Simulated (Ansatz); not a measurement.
## Calculated with Ansatz: Ga$_{2}$Os, settings compared

Input:

```yaml
crystal:
  lattice:
    - [5.34149, 0.0, 0.0]
    - [0.0, 6.010983, 0.0]
    - [0.0, 0.0, 2.887585]
  atoms:
    - { symbol: Ga, position: [0.18, 0.36, 0.0] }
    - { symbol: Ga, position: [0.82, 0.64, 0.0] }
    - { symbol: Ga, position: [0.68, 0.14, 0.5] }
    - { symbol: Ga, position: [0.32, 0.86, 0.5] }
    - { symbol: Os, position: [0.0, 0.0, 0.0] }
    - { symbol: Os, position: [0.5, 0.5, 0.5] }
  symmetry: { tolerance: 0.0003 }
kpoints:
  mp_grid: { grid: [4, 3, 6], shift: [0, 0, 0] }
magnetization:
  spin_polarized: false
scf:
  occupations: { method: fermi_dirac }
hamiltonian:
  pseudopotentials: { kind: paw }
  xc: r2scan
basis:
  ecutwfc: 500
output:
  forces: true
  stress: true
  eigenvalues: true
```

The command:

```bash
ansatz run input.yaml --threads 1 --pin off --max-ram 2560MiB --backend cpu --events-out ev --progress --plain --runs-dir out
```

Origin of the cell: a known structure type with other elements, at an estimated volume, so it need not be a known compound.

The smearing width isn't typed, so it takes its default of 0.1 eV.

Output of this run (shortened):

```
Pseudopotentials: kind: paw
Pseudopotential: Ga, paw, valence charge 13, recommended cutoff 500 eV (meta_gga), Ga.paw.azcp
Pseudopotential: Os, paw, valence charge 16, recommended cutoff 500 eV (meta_gga), Os.paw.azcp
Functional definition: r2SCAN
  exchange = r2scan_x(k0 = k0, k1 = k1, a1 = a1)
  correlation = r2scan_c
Crystal: 6 atoms, lattice volume = 92.713 Å³
Basis set: ecut = 500 eV, 2357 PW (Γ), exchange–correlation on 160×180×96 points (64 copies of the dense FFT grid, shifted against one another)
Bands: 51, of which v1, the nominal top of the filled ones, is band 42 counted from 1 (41 counted from 0)
Symmetry: 8 space group operations
Space group: Pnnm (ITA 58), of the structure as read, at distance tolerance 1.4e-3 Å
[… 7 lines left out …]
Initial density: superposition of atomic densities (neutral atoms: chi_scale 0, normalization atom), corrected by the library's trained network
Functional: x = r2scan, c = r2scan; τ floored in thin density (d = 2e-4 eV/Å³)
SCF iter   1: F=—  HF=-37952.828206 eV  Δρ=1.43e-2  dr2=1.61e-1  dr2_τ=1.11e-1  defer=7
SCF iter   2: F=—  HF=-37952.910936 eV  Δρ=4.99e-3  dr2=2.37e-2  dr2_τ=3.16e-3  defer=26
SCF iter   3: F=—  HF=-37952.911726 eV  Δρ=2.64e-3  dr2=4.55e-3  dr2_τ=3.22e-4  defer=26
SCF iter   4: F=—  HF=-37952.911762 eV  Δρ=9.67e-4  dr2=1.10e-3  dr2_τ=1.24e-4  defer=26
SCF iter   5: F=—  HF=-37952.911895 eV  Δρ=3.99e-4  dr2=1.32e-4  dr2_τ=3.25e-6  defer=26
SCF iter   6: F=—  HF=-37952.911985 eV  Δρ=6.39e-5  dr2=3.88e-6  dr2_τ=1.95e-7  defer=26
SCF iter   7: F=—  HF=-37952.911977 eV  Δρ=1.91e-5  dr2=3.27e-7  dr2_τ=2.00e-8  defer=26
SCF iter   8: F=-37952.911977 eV  HF=-37952.911977 eV  Δρ=5.89e-6  dr2=4.08e-8  dr2_τ=3.76e-9
SCF 1 converged in 8 iterations: F = -37952.911977 eV  dr2 = 4.08e-8
SCF converged after 8 iterations
Free energy (F): -37952.911977 eV
Harris-Foulkes:  -37952.911977 eV  (|F-HF|=8.22e-10)
Internal energy: -37952.796930 eV  (E = F + TS)
E sigma→0 (E₀):  -37952.854453 eV
Entropy (-TS):   -0.115047 eV (-19.175 meV/atom)
Fermi energy:    15.296204 eV
--- Per-component energies (eV) ---
  E_band       = -326.680888
  E_kinetic    = 1611.529376
  E_local      = -9062.475817  (includes V_loc(G=0)·N_el)
  E_nonlocal   = 1698.897418
  E_hartree    = 4182.394518
  E_xc         = -765.703249
  E_vxc        = -882.093778  (∫ρ·V_xc dr)
  E_paw        = -26080.412625  (= ΣΔE_a)
  E_vpaw       = -2108.553946  (= ΣTr[D̂ρ^β])
  E_aug_tail   = -0.000491  (compensation charges beyond the density's cutoff)
  E_vtau       = 51.240424  (kinetic-family band-sum trace: ∫τ·v_τ [+ j·A + Jᵃ·Aᵃ] dr)
  E_ewald      = -9533.643754
  E_core_change = -3.382305  (= ΣΔE_core)
  E_smearing   = -0.115047  (= −TS)
  Σ components = -37952.911977   (vs F -37952.911977, Δ=0.00e0)
--- Forces (eV/Å), atoms counted from 1 ---
  atom   1  Ga    -0.268872    -0.118194     0.000000
  atom   2  Ga     0.268872     0.118194     0.000000
  atom   3  Ga    -0.268872     0.118194     0.000000
  atom   4  Ga     0.268872    -0.118194     0.000000
  atom   5  Os     0.000000     0.000000     0.000000
  atom   6  Os     0.000000    -0.000000     0.000000
  max |Σ_I F_I| component: 0.0 eV/Å
--- Stress (GPa, compression-positive) ---
       33.546615       0.000000       0.000000
        0.000000      31.765913       0.000000
        0.000000       0.000000      14.285652
  P = ⅓ Tr σ = 26.5327 GPa (265.327 kbar)
```

The same input was run again with these changes:

1. `magnetization` { spin_polarized: false } → { spin_polarized: true } (starts: small); typed moments: Ga1 0.2, Ga2 0.2, Ga3 0.2, Ga4 0.2, Os5 0.2, Os6 0.2
2. `kpoints.mp_grid.grid` [4, 3, 6] → [5, 4, 8]
3. `scf.algorithm` default → density_mixing
4. `scf.n_extra_bands` default → 16; `scf.algorithm` default → density_mixing; `basis.ecutwfc` 500 → "600 eV"

```json
{"run": "base", "end": "converged", "SCF iterations": "8", "P (GPa)": "26.53", "max force component (eV/Å)": "0.269", "moment (μB)": "–", "ΔE(σ→0) (meV/atom)": "0"}
{"run": "1", "end": "converged", "SCF iterations": "24", "P (GPa)": "26.61", "max force component (eV/Å)": "0.270", "moment (μB)": "0.43", "ΔE(σ→0) (meV/atom)": "-0.77"}
{"run": "2", "end": "converged", "SCF iterations": "8", "P (GPa)": "26.65", "max force component (eV/Å)": "0.295", "moment (μB)": "–", "ΔE(σ→0) (meV/atom)": "7.29"}
{"run": "3", "end": "converged", "SCF iterations": "8", "P (GPa)": "26.53", "max force component (eV/Å)": "0.269", "moment (μB)": "–", "ΔE(σ→0) (meV/atom)": "0.00"}
{"run": "4", "end": "converged", "SCF iterations": "8", "P (GPa)": "26.53", "max force component (eV/Å)": "0.269", "moment (μB)": "–", "ΔE(σ→0) (meV/atom)": "-1.26"}
```

Energies are compared only where functional, datasets, charge and starting cell are the same.

Caveats of the base run: no moments, though an odd count or open d shells may carry them; no spin-orbit coupling, though heavy elements are present; the given cell is far from equilibrium, with atoms too close or a volume far off; the k mesh is coarse if the cell is a metal.

Run 1: one start, so the magnetic state may not be the lowest.

Time of the base run: 20 s on 1 thread of Arm Neoverse V1, on a shared host, peak memory 0.59 GiB, from the program's own first density.
